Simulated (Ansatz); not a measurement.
GaN in the 4H polytype structure at its r2SCAN geometry, run in the PAW code Ansatz at 2 levels of theory. These are computed values for a non-magnetic cell that may be hypothetical; none is a measurement.

The PBE+SOC input:
```yaml
crystal:
  lattice:
    - [3.1816932474, 0.0, 0.0]
    - [-1.5908466237, 2.7554271793, 0.0]
    - [0.0, 0.0, 10.3772869205]
  atoms:
    - { symbol: Ga, position: [0.0, 0.0, -0.0003613262] }
    - { symbol: Ga, position: [0.3333333333, 0.6666666667, 0.2499322613] }
    - { symbol: Ga, position: [0.0, 0.0, 0.4996386738] }
    - { symbol: Ga, position: [0.6666666667, 0.3333333333, 0.7499322613] }
    - { symbol: "N", position: [0.0, 0.0, 0.1876438627] }
    - { symbol: "N", position: [0.3333333333, 0.6666666667, 0.4377852022] }
    - { symbol: "N", position: [0.0, 0.0, 0.6876438627] }
    - { symbol: "N", position: [0.6666666667, 0.3333333333, 0.9377852022] }
kpoints:
  mp_grid: { grid: [12, 12, 4] }
  band_path:
    path:
      - [0.0, 0.0, 0.0]
      - [0.5, 0.0, 0.0]
      - [0.3333333333, 0.3333333333, 0.0]
      - [0.0, 0.0, 0.5]
      - [0.5, 0.0, 0.5]
      - [0.3333333333, 0.3333333333, 0.5]
    npoints: 1
hamiltonian:
  xc: pbe
scf:
  occupations: { method: fixed }
  n_extra_bands: 12
magnetization:
  noncollinear: true
  spin_orbit: true
output:
  forces: true
  stress: true
  eigenvalues: true
```

Main results, then, where recorded, the levels near the gap in eV from the Fermi energy (columns number the bands from 0), one row a point of the path (Γ, M, K, A, L, H):
```
Crystal: 8 atoms, lattice volume = 90.977 Å³
Symmetry: 12 space group operations + 12 with time reversal
Magnetic group: BNS 186.204 (UNI 1434)
```
```
Basis set: ecut = 420 eV, 1787 PW (Γ)
k-points: 57 of 576 (time reversal used)
SCF converged after 10 iterations
Free energy (F): -16671.919670 eV
Fermi energy:    9.756560 eV
--- Forces (eV/Å), atoms counted from 1 ---
  atom   1  Ga      0.00000      0.00000      0.00590
  atom   2  Ga      0.00000      0.00000    -0.00066
  atom   3  Ga      0.00000      0.00000      0.00590
  atom   4  Ga      0.00000      0.00000    -0.00066
  atom   5  N       0.00000      0.00000    -0.00457
  atom   6  N       0.00000      0.00000    -0.00068
  atom   7  N       0.00000      0.00000    -0.00457
  atom   8  N       0.00000      0.00000    -0.00068
--- Stress (GPa, compression-positive) ---
        6.170137       0.000000       0.000000
        0.000000       6.170137       0.000000
        0.000000       0.000000       6.221218
  P = ⅓ Tr σ = 6.1872 GPa (61.872 kbar)
```
```tsv
band_64	band_65	band_66	band_67	band_68	band_69	band_70	band_71	band_72	band_73	band_74	band_75	band_76	band_77
-0.504	-0.504	-0.026	-0.026	-0.005	-0.005	0.000	0.000	1.838	1.838	4.026	4.026	4.343	4.343
-1.935	-1.935	-1.867	-1.867	-1.290	-1.290	-0.992	-0.992	3.790	3.790	4.085	4.085	5.367	5.367
-3.004	-3.004	-2.195	-2.181	-2.181	-2.158	-1.498	-1.498	5.969	5.969	5.982	5.985	6.431	6.431
-0.170	-0.170	-0.170	-0.170	-0.159	-0.159	-0.159	-0.159	3.006	3.006	3.006	3.006	4.497	4.497
-1.885	-1.885	-1.885	-1.885	-1.291	-1.291	-1.291	-1.291	4.408	4.408	4.408	4.408	5.161	5.161
-2.211	-2.211	-2.205	-2.205	-1.942	-1.942	-1.939	-1.939	5.537	5.537	5.549	5.549	7.198	7.198
```

The PBE+SOC gap is direct at Γ: 1.84 eV.

Problem. In the first input these blocks are replaced (the band path and keys that only write files left aside):
```yaml
kpoints:
  mp_grid: { grid: [6, 6, 2] }
hamiltonian:
  xc: pbe0
scf:
  occupations: { method: fixed }
  n_extra_bands: 6
```
(magnetization left out)
What comes out?

Solution.
```
Basis set: ecut = 420 eV, 1787 PW (Γ)
k-points: 14 of 72
Exchange kernel: α = 0.2500, full range, Wigner–Seitz truncation, v(0) = 12026.6242 eV·Å³, q-mesh 6×6×2
hybrid outer 1: dexx = +4.804e-2 eV, tail = 1.54e-4 eV
hybrid outer 2: dexx = +2.575e-6 eV, tail = 6.98e-8 eV, Δε = 3.55e-3 eV, ΔF = 3.94e-4 eV/Å
hybrid SCF converged: 2 outer / 11 inner (+2 warm-up)
Free energy (F): -16674.022846 eV
Fermi energy:    8.548174 eV
--- Forces (eV/Å), atoms counted from 1 ---
  atom   1  Ga      0.00000      0.00000    -0.01577
  atom   2  Ga      0.00000      0.00000      0.00302
  atom   3  Ga      0.00000      0.00000    -0.01577
  atom   4  Ga      0.00000      0.00000      0.00302
  atom   5  N       0.00000      0.00000      0.00962
  atom   6  N       0.00000      0.00000      0.00309
  atom   7  N       0.00000      0.00000      0.00962
  atom   8  N       0.00000      0.00000      0.00309
--- Stress (GPa, compression-positive) ---
       -0.140246       0.000000       0.000000
        0.000000      -0.140246       0.000000
        0.000000       0.000000      -0.334349
  P = ⅓ Tr σ = -0.2049 GPa (-2.049 kbar)
```
```tsv
band_32	band_33	band_34	band_35	band_36	band_37	band_38
-0.558	-0.011	0.000	0.000	3.788	6.156	6.492
-2.095	-2.025	-1.391	-1.076	5.691	6.046	7.531
-3.256	-2.351	-2.351	-1.612	7.968	7.968	8.643
-0.178	-0.178	-0.178	-0.178	4.983	4.983	6.671
-2.022	-2.022	-1.399	-1.399	6.333	6.333	7.300
-2.378	-2.378	-2.102	-2.102	7.513	7.513	9.557
```
The PBE0 gap is direct at Γ: 3.79 eV. The mean stress, -0.2 GPa, is small, and the program warns that its thresholds are loose for a hybrid's stress.

Small level splittings and stresses of the hybrids carry the error of their coarser meshes.

Totals of different functionals, or with and without spin-orbit coupling, can't be compared.

Only the levels marked +SOC include spin-orbit coupling.

The meshes of the hybrids are coarse, so their gaps aren't converged to the digits shown.
